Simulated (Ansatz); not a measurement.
The start is a generated cell, Cu placed in the AFLOW prototype A_oC8_64_f (A17, as in P). A full variable-cell relaxation at zero pressure is run with r2SCAN (plane waves to 500 eV, PAW, scalar-relativistic; Ansatz, a program for electronic structure). The first steps use a coarse 12×12×9 k-mesh.

Starting cell:
```yaml
crystal:
  lattice:
    - [1.41219, -4.46550, 0.00000]
    - [1.41219, 4.46550, 0.00000]
    - [0.00000, 0.00000, 3.73017]
  atoms:
    - { symbol: Cu, position: [0.39832, 0.60168, 0.58056] }
    - { symbol: Cu, position: [0.60168, 0.39832, 0.41944] }
    - { symbol: Cu, position: [0.89832, 0.10168, 0.91944] }
    - { symbol: Cu, position: [0.10168, 0.89832, 0.08056] }
```

- Outcome = The space group goes from Cmce (No. 64) to Fmmm (No. 69), with 2 atoms in the primitive cell
- Volume change = +2.3 %, from 11.76 to 12.03 Å³/atom
- Shortest distances (start → end) = The closest pairs of elements (up to four, under 3.6 Å), start → end: Cu–Cu 1.90 → 2.39 Å
- Band gap at the end = zero (metallic)
- Optimiser moves = 10

Final values are on a 22×22×22 k-mesh of the relaxed cell. The start holds a very short contact (Cu–Cu 1.90 Å). No spin polarisation in the result.

The run could not lose the symmetry of its start: the end is stationary, and may be a saddle point rather than a minimum.

The relaxed structure here is a generated cell of Cu: the first start was made by placing the elements on the sites of a structure type, and the end was not matched to a known phase here, so it may be hypothetical. Known forms of Cu include space group No. 225.
